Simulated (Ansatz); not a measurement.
A relaxed cell of Al₃B₂As₅ is given with its symmetry left out. The cell was found from a structure generator's guess, not taken from experiment.

Computed with DFT PBE, scalar-relativistic, plane waves, PAW in Ansatz. Cutoff 420 eV, Γ-centred mesh, Gaussian smearing, no spin polarisation.

```xyz
10
Lattice="1.8946 1.0939 15.7536 -1.8946 1.0939 15.7536 0.0000 -2.1877 15.7536" Properties=species:S:1:pos:R:3 pbc="T T T"
Al    0.0000    0.0000   46.9803
Al    0.0000    0.0000   18.8960
Al    0.0000    0.0000   38.0699
B     0.0000    0.0000    9.6166
B     0.0000    0.0000   28.0925
As    0.0000    0.0000   16.4399
As    0.0000    0.0000   35.6159
As    0.0000    0.0000    7.5282
As    0.0000    0.0000   26.0177
As    0.0000    0.0000   44.4929
```

Energies over the elements count from the elements' standard structures at the same level, with no fitted energy shifts.

Task: Find its symmetry and describe it.

Result: R3m (No. 160), with Al and B ordered on zinc blende sites. Conventional cell: a = 3.789 Å, c = 47.261 Å. Around Al on its first site lie 4 As at 2.39–2.49 Å; around Al on its second site lie 4 As at 2.39–2.46 Å; B on its first site is surrounded by 1 As at 2.09 Å and 3 As at 2.28 Å; As on its first site is surrounded by 4 Al at 2.39–2.46 Å; 6 more sites not described.

Task: What is its formation energy per atom?

Result: −0.102 eV/atom. A negative formation energy is needed for stability but isn't enough: competing phases decide.

Task: Is it a metal?

Result: No, the gap on the 12×12×12 mesh is 0.44 eV.

The last run used a 12×12×12 mesh for its 10-atom cell and Gaussian smearing of 0.02 eV. Kohn–Sham gaps at this level usually fall short of measured ones. The reference form of As is held partly by dispersion forces, which this level lacks. A structure relaxed within its symmetry needn't be a true minimum.
